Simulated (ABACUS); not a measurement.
A self-consistent single point of AlGaN2 (Pmm2, 4 atoms in the cell; from Materials Project mp-1008556, changed as shown) with ABACUS.

Method: LDA (PW92), PseudoDojo 0.4 standard norm-conserving LDA (tails mended) pseudopotentials (plane waves; ABACUS).

The change in words: atom 2 moved by +0.08 angstrom along z. Reference geometry (P-4m2):
```xyz
4
Lattice="3.1365 0.0000 0.0000 0.0000 3.1365 0.0000 0.0000 0.0000 4.4176" Properties=species:S:1:pos:R:3 pbc="T T T"
Al     1.5682     1.5682     2.2088
Ga     0.0000     0.0000     0.0000
N      1.5682     0.0000     3.2614
N      0.0000     1.5682     1.1563
```

Reference input (self-consistent single point, DFT, LDA (PW92), plane waves, PseudoDojo 0.4 standard norm-conserving LDA (tails mended) pseudopotentials): KPT = Gamma 10 10 6 0 0 0; basis_type = pw; dft_functional = PWLDA; ecutwfc = 84 Ry; smearing_method = fixed; potentials = PseudoDojo 0.4 standard norm-conserving LDA (tails mended); symmetry = 1; symmetry_prec = 1e-05; ks_solver = dav; scf_nmax = 100; scf_thr = 1.0e-09 Ry; mixing_type = pulay. This run's input differs from it in these lines:

```diff
@@ -42,3 +42,3 @@
 1
-   0.0000000000    0.0000000000    0.0000000000 1 1 1
+   0.0000000000    0.0000000000    0.0799991695 1 1 1
```

Output, abridged:

```
 SELF-CONSISTENT
 -------------------------------------------
                                 init_chg = atomic

 PW ALGORITHM --------------- ION=   1  ELEC=   1--------------------------------

 Density error is 1.12713312346
                          Error Threshold = 0.01
 E_KohnSham     -198.7266618772      -2703.8149460493
 E_Fermi        0.4498156261         6.1200555645

 PW ALGORITHM --------------- ION=   1  ELEC=   2--------------------------------

 Density error is 1.04286636845
                          Error Threshold = 0.00433512739792
 E_KohnSham     -199.0223386041      -2707.8378343013
   [... lines left out ...]

 Density error is 7.68878432812e-09
                          Error Threshold = 4.810904615e-10
 E_KohnSham     -199.2266077293      -2710.6170583289
 E_Fermi        0.6448661239         8.7738537325

 PW ALGORITHM --------------- ION=   1  ELEC=   9--------------------------------

 Density error is 3.51106251886e-10
                          Error Threshold = 2.95722474159e-11
 E_KohnSham     -199.2266077306      -2710.6170583471
 E_KS(sigma->0) -199.2266077306      -2710.6170583471
 E_entropy(-TS) 0.0000000000         0.0000000000
 E_Fermi        0.6448610709         8.7737849828
 charge density convergence is achieved
 final etot is -2710.6170583 eV
 EFERMI = 8.7737849828 eV

 STATE ENERGY(eV) AND OCCUPATIONS    NSPIN == 1
   [... 20 lines left out ...]

 TOTAL-FORCE (eV/Angstrom)
                       Al1         0.0000000000         0.0000000000         0.7074111065
                       Ga1         0.0000000000         0.0000000000        -1.6993202915
                        N1         0.0000000000         0.0000000000         0.6059043662
                        N2         0.0000000000         0.0000000000         0.3860048189

 TOTAL-STRESS (KBAR)
       -67.0530083859         0.0000000000         0.0000000000
         0.0000000000       -16.1844371311         0.0000000000
         0.0000000000         0.0000000000       -51.4963739555
 TOTAL-PRESSURE: -44.911273 KBAR

 --------------------------------------------
 !FINAL_ETOT_IS -2710.6170583471243845 eV
 --------------------------------------------
```

The run converged in 9 iterations. Against the reference run the free energy rises by 17.1 meV/atom, the pressure goes from -4.90 to -4.49 GPa, the largest force goes from 0.160 to 1.699 eV/Å and the gap on the mesh goes from 2.915 to 2.662 eV.

Forces above 1 eV/Å remain at this geometry. The structure comes from a collection of computed structures, made at another level of theory; the collection holds predicted forms beside known ones. Its lattice was then scaled.

Cost on one core: about 4 core-minutes (a rough figure).

“Tails mended”: in these copies of the files the far tail of each local potential was reset to the Coulomb form.
